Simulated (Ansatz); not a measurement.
Q: ZrN (rock salt, Fm-3m) is relaxed with DFT-PBE in the program Ansatz with PAW potentials. What lattice parameters of the conventional cell result?

A: a = 4.595 Å.

Q: Is it a metal or does it have a gap at this level?

A: No gap at this level.

The PBE relaxation kept the symmetry of its start. The run is not spin-polarised. With an odd number of electrons in the cell and no spin polarisation, the count alone makes it a metal. Scalar-relativistic: spin–orbit coupling is off unless named, which matters more the heavier the elements.

Potentials: the later of the program's two PAW sets.
